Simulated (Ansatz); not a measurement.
**Au: course of a relaxation**

These are results of DFT PBEsol, scalar-relativistic, plane waves, PAW (Ansatz 0.2.0), not measurements. Run with 420 eV cutoff, 18×18×6 k-mesh, Gaussian smearing of 0.10 eV, no spin polarisation.

What was changed in Ag: Ag → Au on all its sites, cell and atoms relaxed.

Spin–orbit coupling is left out, which can shift energies with elements as heavy as these.

Command:

```bash
ansatz run input.yaml --threads 1 --pin off --max-ram 2560MiB --backend cpu --events-out ev --progress --plain --runs-dir out
```

Input:

```yaml
crystal:
  lattice:
    - [2.8862171303, 0.0, 0.0]
    - [-1.4431085651, 2.4995373557, 0.0]
    - [0.0, 0.0, 9.4449087148]
  atoms:
    - { symbol: Au, position: [0.0, 0.0, 0.0] }
    - { symbol: Au, position: [0.0, 0.0, 0.5] }
    - { symbol: Au, position: [0.3333333333, 0.6666666667, 0.25] }
    - { symbol: Au, position: [0.6666666667, 0.3333333333, 0.75] }
basis:
  ecutwfc: 420
kpoints:
  mp_grid: { grid: [18, 18, 6] }
hamiltonian:
  xc: pbesol
scf:
  occupations: { method: gaussian, width: 0.1 }
output:
  forces: true
  stress: true
  eigenvalues: true
relax:
  adjacent_minimum: "off"
  f_tol: 0.01
  max_steps: 60
  cell: { stress_tol: 0.1 }
```

F is the free energy. Steps run on the plane waves of an earlier cell, but the last one, and at times one on the way, on a freshly chosen basis, so a repeated geometry can differ a little in energy.

Steps:

```csv
step,F − F(1) (eV),largest force component (eV/Å),V (Å³/atom),P (GPa)
1,0.0000,0.000,17.034,-0.11
2,-0.0008,0.000,17.000,0.24
3,-0.0007,0.000,17.053,-0.30
4,-0.0009,0.000,17.024,0.00
5,-0.0009,0.000,17.024,0.00
```

Relaxed structure:

```
CELL_PARAMETERS angstrom
2.87741 0.00000 0.00000
-1.43871 2.49191 0.00000
0.00000 0.00000 9.49674
ATOMIC_POSITIONS crystal
Au 0.00000 0.00000 0.00000
Au 0.00000 0.00000 0.50000
Au 0.33333 0.66667 0.25000
Au 0.66667 0.33333 0.75000
```

It takes space group P6_3/mmc (No. 194, hexagonal). The conventional cell has a = 2.877 Å, b = 2.877 Å, c = 9.497 Å, α = 90.00°, β = 90.00°, γ = 120.00°. Around Au (site symmetry -3m) lie 12 Au at 2.88 to 2.90 Å. Au (site symmetry -6m2) has 12 Au at 2.88 to 2.90 Å as nearest neighbours.

The run converged. It took 110 s on 1 thread of Arm Neoverse V1, with other jobs on the host, peak memory 0.56 GiB.